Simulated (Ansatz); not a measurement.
# TaAs: from a starting cell to a relaxed one

The start is a generated cell, TaAs placed in the AFLOW prototype AB_cF16_227_a_b (B32, as in NaTl). A full variable-cell relaxation at zero pressure is run with r2SCAN (plane waves to 500 eV, PAW, scalar-relativistic; Ansatz, a first-principles code). First-step values are on the input's coarse k-mesh.

Ansatz input (later rounds restart from its end on a renewed k-mesh):
Ansatz 0.2 input:
```yaml
crystal:
  lattice:
    - [0, 3.3467297, 3.3467297]
    - [3.3467297, 0, 3.3467297]
    - [3.3467297, 3.3467297, 0]
  atoms:
    - { symbol: Ta, position: [0.75, 0.75, 0.75] }
    - { symbol: Ta, position: [0.5, 0.5, 0.5] }
    - { symbol: As, position: [0, 0, 0] }
    - { symbol: As, position: [0.25, 0.25, 0.25] }
basis: { ecutwfc: 500, ecutrho_ratio: 4, xc_grid: 4, fft_grid_basis: typed }
kpoints: { mp_grid: { grid: [6, 6, 6] } }
hamiltonian:
  xc: r2scan
  dispersion: none
  pseudopotentials: { azcp: { folder: ./paw }, kind: paw }
scf: { occupations: { method: fermi_dirac, width: 0.05 } }
relax: { f_tol: 0.01, max_steps: 100, cell: { stress_tol: 0.02 } }
output: { forces: true, stress: true }
```

Question: What pressure does the first self-consistent step give?

Answer: -12 GPa (negative: the cell is under tension).

Question: How much energy is released per atom?

Answer: 0.07 eV/atom.

Question: How do the shortest distances between atoms change?

Answer: The closest pairs of elements (up to four, under 3.6 Å), start → end: Ta–Ta 2.90 → 2.81 Å; As–Ta 2.90 → 2.81 Å; As–As 2.90 → 2.81 Å.

Question: Is the relaxed structure metallic? Give its gap.

Answer: Zero (metallic).

Question: Give the final cell and atomic positions.

Answer: 
```cif
data_As8Ta8
_chemical_formula_sum 'Ta8 As8'
_space_group_name_H-M_alt 'Fd-3m :1'
_space_group_IT_number 227
_space_group_name_Hall 'F 4d 2 3 -1d'
_cell_length_a 6.49609
_cell_length_b 6.49609
_cell_length_c 6.49609
_cell_angle_alpha 90.000
_cell_angle_beta 90.000
_cell_angle_gamma 90.000
loop_
_atom_site_label
_atom_site_type_symbol
_atom_site_symmetry_multiplicity
_atom_site_Wyckoff_symbol
_atom_site_fract_x
_atom_site_fract_y
_atom_site_fract_z
_atom_site_occupancy
Ta1 Ta 8 a 0.00000 0.00000 0.00000 1
As1 As 8 b 0.50000 0.50000 0.50000 1
```
(The calculation used a cell of 4 atoms; values per cell refer to that cell.)

The space group stays Fd-3m (No. 227) (the run could not lower it); the end is AFLOW prototype AB_cF16_227_a_b (B32, as in NaTl), with 4 atoms in the primitive cell. Final values are on a 12×12×12 k-mesh of the relaxed cell. No spin polarisation in the result.

The run could not lower the symmetry of its start; a shaken copy of this end point relaxes with r2SCAN to Cmce (No. 64), 0.58 eV/atom lower.

The relaxed structure here is a generated cell of TaAs: the first start was made by placing the elements on the sites of a structure type, and the end was not matched to a known phase here, so it may be hypothetical. Known forms of TaAs include space group No. 109.
